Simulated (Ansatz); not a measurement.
Input:

AlCu:
```xyz
2
Lattice="2.9568 0.0000 0.0000 0.0000 2.9568 0.0000 0.0000 0.0000 2.9568" Properties=species:S:1:pos:R:3 pbc="T T T"
Al     0.0000     0.0000     0.0000
Cu     1.4784     1.4784     1.4784
```

This is the r²SCAN-relaxed structure.

All from plane-wave PAW r²SCAN (Ansatz code), unless another level is named. Give the density of states at the Fermi level.

0.26 states/eV per atom (mean over ±0.08 eV).

And the formation energy from the elements (no fitted shifts)?

-0.17 eV/atom.

Space group Pm-3m (CsCl type). The workflow started from a Materials Project entry (that database holds measured and hypothetical structures alike); the Crystallography Open Database copy checked does not list it. COD files the formula under space group No. 12. Whether it is the stable phase at ambient conditions was not checked. The cell was relaxed with r²SCAN under the symmetry of its start. At this level the phase is mechanically unstable. No spin polarisation was allowed. The references are the lowest solids computed at this level, not always the standard phases.

Potentials: the later of the program's two PAW sets.
